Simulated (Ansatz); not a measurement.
## W (bcc)

Computed with Ansatz (plane waves, PAW, 420 eV cutoff): HSE06, scalar-relativistic, no spin polarisation, 10×10×10 k-mesh, Gaussian smearing of 0.05 eV; PAW files: Ansatz's generated set soft_2.

```
CELL_PARAMETERS angstrom
-1.58117 1.58117 1.58117
1.58117 -1.58117 1.58117
1.58117 1.58117 -1.58117
ATOMIC_POSITIONS crystal
W 0.00000 0.00000 0.00000
```

The volume is at zero pressure for this level.

Path: Γ–H–N–Γ–P–H | P–N, with Γ = (0.000, 0.000, 0.000), H = (0.500, -0.500, 0.500), N = (0.000, 0.000, 0.500), P = (0.250, 0.250, 0.250) in reciprocal vectors of the calculation's cell.

Problem. Is it a metal or an insulator, and if it has a gap, where are the band edges on this path?

Solution. A metal: bands cross the Fermi level.

Levels between -4 and 4 eV from the Fermi level at the path's named points:
| point | below E_F (eV) | above E_F (eV) |
| --- | --- | --- |
| Γ | -1.74 -1.74 -1.74 | 2.78 2.78 |
| H |  |  |
| N |  | 0.08 2.61 3.68 |
| P | -3.88 -3.88 -3.88 | 3.90 3.90 |

These numbers lack spin–orbit coupling. For a metal under a hybrid functional this mesh is coarse.
